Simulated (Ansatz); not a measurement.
BeSe:
```
CELL_PARAMETERS angstrom
      3.61521     0.00000     0.00000
     -1.80761     3.13087     0.00000
      0.00000     0.00000     5.96412
ATOMIC_POSITIONS crystal
  Be 0.33333 0.66667 0.99936
  Se 0.66667 0.33333 0.12564
  Be 0.66667 0.33333 0.49936
  Se 0.33333 0.66667 0.62564
```

Relaxed with PBEsol. Independent-particle spectrum: no excitons, no local fields, no scissors shift; 0.1 eV broadening; ε₁ of the summed bands alone.

### Question
Tabulate the dielectric function from DFT-PBEsol in the program Ansatz with PAW potentials.

### Answer


| E (eV) | ε₁ xx | ε₂ xx | ε₁ zz | ε₂ zz |
|---|---|---|---|---|
| 0.0 | 6.53 | 0.00 | 6.69 | 0.00 |
| 0.3 | 6.54 | 0.00 | 6.71 | 0.00 |
| 0.6 | 6.58 | 0.00 | 6.75 | 0.00 |
| 0.9 | 6.64 | 0.00 | 6.81 | 0.00 |
| 1.2 | 6.72 | 0.00 | 6.91 | 0.00 |
| 1.5 | 6.84 | 0.00 | 7.03 | 0.00 |
| 1.8 | 6.99 | 0.00 | 7.20 | 0.00 |
| 2.1 | 7.18 | 0.00 | 7.41 | 0.00 |
| 2.4 | 7.42 | 0.00 | 7.67 | 0.00 |
| 2.7 | 7.72 | 0.00 | 8.00 | 0.00 |
| 3.0 | 8.09 | 0.00 | 8.42 | 0.00 |
| 3.3 | 8.57 | 0.00 | 8.97 | 0.00 |
| 3.6 | 9.20 | 0.00 | 9.71 | 0.00 |
| 3.9 | 10.08 | 0.00 | 10.76 | 0.00 |
| 4.2 | 11.49 | 0.10 | 12.49 | 0.01 |
| 4.5 | 13.31 | 0.83 | 16.01 | 1.45 |
| 4.8 | 15.73 | 2.25 | 18.21 | 5.78 |
| 5.1 | 18.42 | 5.15 | 16.32 | 11.83 |
| 5.4 | 22.98 | 10.67 | 14.57 | 13.77 |
| 5.7 | 13.19 | 25.60 | 13.32 | 17.94 |
| 6.0 | 2.36 | 24.09 | 4.59 | 23.35 |
| 6.3 | -0.60 | 16.23 | -3.00 | 16.64 |
| 6.6 | 0.02 | 14.97 | -0.74 | 12.13 |
| 6.9 | -2.98 | 14.81 | -1.91 | 14.73 |
| 7.2 | -4.53 | 11.78 | -4.78 | 12.01 |
| 7.5 | -4.99 | 9.89 | -5.60 | 9.12 |
| 7.8 | -5.58 | 8.33 | -4.94 | 7.22 |
| 8.1 | -4.99 | 6.20 | -4.28 | 5.94 |
| 8.4 | -4.43 | 5.42 | -3.79 | 5.53 |
| 8.7 | -3.93 | 4.71 | -3.72 | 5.16 |
| 9.0 | -3.79 | 4.26 | -4.04 | 4.54 |
| 9.3 | -3.56 | 3.69 | -3.81 | 3.23 |
| 9.6 | -3.27 | 3.20 | -2.75 | 2.98 |
| 9.9 | -3.00 | 2.84 | -2.77 | 3.14 |
| 10.2 | -2.79 | 2.52 | -2.98 | 2.60 |
| 10.5 | -2.56 | 2.24 | -2.64 | 2.06 |
| 10.8 | -2.27 | 2.02 | -2.06 | 2.01 |
| 11.1 | -2.10 | 1.88 | -2.16 | 2.02 |
| 11.4 | -2.04 | 1.78 | -2.06 | 1.77 |
| 11.7 | -1.88 | 1.55 | -1.95 | 1.55 |
| 12.0 | -1.75 | 1.43 | -1.77 | 1.31 |

### Question
From ε at 5.4 eV (xx: 22.98 + 10.67i), find n, k, the normal reflectivity and the absorption coefficient.

### Answer
n = 4.92, k = 1.085, R = 46 %, α = 2kE/ħc = 590000 cm⁻¹.

With all bands, ε∞ without local fields is 6.57 (xx = yy), 6.74 (zz). DFPT, with local fields, gives 6.06 (xx = yy), 6.22 (zz).

Space group P6_3mc (wurtzite). The start of the workflow was typed in or built on a structure type; neither database checked (COD, Materials Project) lists it. COD files the formula under space group No. 216. Whether it is the stable phase at ambient conditions was not checked. The cell was relaxed with PBEsol under the symmetry of its start; whether a distortion lowers the energy is not shown. Scalar-relativistic: spin–orbit coupling is off unless named, which matters more the heavier the elements.

Potentials: the later of the program's two PAW sets.
